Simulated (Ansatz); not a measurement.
# Property card for Al2O3

Al2O3:
```xyz
10
Lattice="2.4003 1.3858 4.4681 -2.4003 1.3858 4.4681 0.0000 -2.7717 4.4681" Properties=species:S:1:pos:R:3 pbc="T T T"
Al     0.0000     0.0000     0.0000
Al     0.0000     0.0000     6.7021
Al     0.0000     0.0000     4.1136
Al     0.0000     0.0000     9.2906
O     -1.4710    -0.0496     7.9331
O      1.4710     0.0496     5.4711
O      0.6925     1.2987     7.9331
O     -0.6925    -1.2987     5.4711
O      0.7785    -1.2491     7.9331
O     -0.7785     1.2491     5.4711
```

Space group R-3 (No. 148); conventional cell a = b = 4.801 Å, c = 13.404 Å, α = β = 90.00°, γ = 120.00°.

Method: r²SCAN (plane waves, PAW; program Ansatz). Geometry: relaxed at this level of theory. Other levels are named where they apply.

Cell and energy:

```
Property                                                      Result
-----------------------------------------------------  -------------
Volume per atom                                              8.92 Å³
Density                                                   3.80 g/cm³
Formation energy from the elements (no fitted shifts)  -3.20 eV/atom
```

Electronic structure:

```
Item                                                                                                                            Value
----------------------------------------  -------------------------------------------------------------------------------------------
Band gap                                                                                                           6.89 eV (indirect)
Valence-band maximum                      off the standard path, at k = (-0.115, 0.047, 0.068) in fractions of the reciprocal vectors
Conduction-band minimum                                                                                                          at Γ
Smallest direct gap on the standard path                                                                                      6.92 eV
Electron effective mass                                                                        0.39, 0.39, 0.42 mₑ (principal values)
Hole effective mass                                                                              0.72, 2.5, 8.8 mₑ (principal values)
HSE06 gap on the r²SCAN cell                                                                                                  7.89 eV
```

Mechanics:

```
Quantity                                                                                                             Result
--------------------------------------------  -----------------------------------------------------------------------------
Bulk modulus (Birch–Murnaghan fit)                                                                                  206 GPa
Pressure derivative B′                                                                                                  4.1
Elastic constants (relaxed ions, GPa)         C11 = 491, C12 = 134, C13 = 76.4, C14 = 7.7, C33 = 368, C44 = 101, C15 = -7.5
Mechanical stability                                                                 stable (all eigenvalues of C positive)
Hill bulk and shear moduli                                                                                  210 and 141 GPa
Young's modulus                                                                                                     346 GPa
Poisson's ratio                                                                                                        0.23
Debye temperature from the elastic constants                                                                          969 K
```

Dielectric response:

```
Item                                                                            Result
--------------------------------------------------------  ----------------------------
Electronic dielectric constant ε∞ (DFPT)                     3.01 (xx = yy), 2.88 (zz)
Static dielectric constant ε0 (ions relaxed, cell fixed)     9.16 (xx = yy), 8.71 (zz)
Born charges (a third of the trace)                       Al +2.78 to +3.07, O -1.92 e
```

Phonons:

```
Item                                                                Result
--------------------------------------------------  ----------------------
Highest zone-centre frequency (without LO–TO term)                751 cm⁻¹
Zone-centre stability                               no imaginary mode at Γ
```

Charges:

```
Quantity                              Value
-------------  ----------------------------
Bader charges  Al +2.58 to +2.60, O -1.73 e
```

The workflow started from a Materials Project entry (that database holds measured and hypothetical structures alike); the Crystallography Open Database copy checked does not list it. It is not the phase usual at ambient conditions (space group No. 167). Symmetry was held in the r²SCAN relaxation. The references are the lowest solids computed at this level, not always the standard phases (solids in place of the gases).

Potentials: the earlier of the program's two PAW sets. The files were generated under PBE; for other functionals the program regenerates the frozen cores, and for LDA and PBEsol the local potential too.
